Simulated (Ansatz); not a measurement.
# Notes on Re2Sb

```
Re Sb
1.0
     0.00000    4.26447    0.00000
     4.26447    0.00000    0.00000
     2.13224    2.13224   -7.21552
Re Sb
4 2
Cartesian
  0.0000 2.1322 0.0000
  2.1322 0.0000 0.0000
  2.1322 2.1322 -2.5254
  4.2645 4.2645 -4.6901
  2.1322 2.1322 -5.2529
  4.2645 4.2645 -1.9626
```

Level: PBE, no spin polarisation; 420 eV; 8×8×8 Γ-centred mesh; fermi-dirac occupations (width 0.1 eV); Ansatz 0.2.0, fixed geometry.

Task: Metal or insulator?

Result: It is a metal, with about 10 states/eV a cell as the mean within 0.25 eV of the Fermi level, mostly Re d (93 %).

Task: What do density and ELF say about some of the short contacts?

Result: Re–Sb at 2.73 Å: least valence density 0.45 e/Å³ and ELF 0.54 there. Re–Re at 3.02 Å: least valence density 0.30 e/Å³ and ELF 0.45 there. Both are smooth PAW fields, read partly inside the augmentation spheres.

Task: What does the stress say?

Result: The pressure is -28.2 GPa (compression positive), so with the atoms held at these fractions the cell would first shrink; the forces are large, so a full relaxation may end otherwise. The principal stresses -32.6, -26.0, -26.0 GPa differ, so its shape would change too.

Task: Which atom feels the largest force, and which way?

Result: The largest is on Re4 (and as large on other atoms): 1.47 eV/Å, components (0.00, 0.00, -1.47). It makes 180° with the line to a nearest neighbour, Sb6 at 2.73 Å, pointing away from it.

Task: Which element gives electrons and which takes them?

Result: Bader charges in e: Re -0.07 to +0.02, Sb +0.04. In the mean Sb gives up most and Re takes most.

Origin: a known structure type with other elements, at an estimated volume, so it need not be a known compound. Caveats: many states at the Fermi level without spin polarisation, so a magnetic state may lie lower; atoms or cell far from equilibrium.
